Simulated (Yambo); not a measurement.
BSE-type run in Yambo on NH$_{4}$Br (space group P-43m, No. 215), at zero momentum. LDA wavefunctions on a 4×4×4 mesh, a = b = c = 4.0001 Å, α = β = γ = 90.00°.

Yambo input:
```
rim_cut
optics
bse
bss
dipoles
em1s
RandQpts= 1000000
RandGvec= 1 Ry
FFTGvecs= 40 Ry
Chimod= "HARTREE"
BSKmod= "SEX"
BSEmod= "resonant"
BSSmod= "hs"
BSENGexx= 15 Ry
BSENGBlk= 3 Ry
% KfnQP_E
 2.598 | 1.0 | 1.0 |
%
% BSEQptR
 1 | 1 |
%
% BSEBands
 6 | 11 |
%
% BEnRange
 0.0 | 11.6 | eV
%
% BDmRange
 0.15 | 0.15 | eV
%
BEnSteps= 232
% BLongDir
 1.0 | 0.0 | 0.0 |
%
BSHayTrs= -0.02
BSSNEig= 24
WRbsWF
% BndsRnXs
 1 | 30 |
%
NGsBlkXs= 3 Ry
% LongDrXs
 1.0 | 1.0 | 1.0 |
%
```

From the report:

The dimension is k points × valence × conduction bands = 64 × 3 × 3 = 576.
```
   [SLEPC] Approach                          : Krylov-Schur
   [SLEPC] Number of requested eigenvalues   :  24
   [SLEPC] Number of eigenvalues        [NEV]:  24
    [K] Dimension                                    :   576
    [K] Bands                                        :   6  11
    [K] Exchange res                                 : yes
    [K] Correlation res                              : yes
    [K] W interaction is bare                        : no
    [K] RL vectors exchange                          :   461
    [K] RL vectors correlation                       :   57
    [W] Matrix size                                  :   57
    [W] Bands                                        :   1  30
    [W] Coulomb Cutoff                               : none
    [W] Hxc Kernel                                   : HARTREE
```

Spin-orbit coupling is not included.

Geometry of the Materials Project entry, not relaxed at this level.
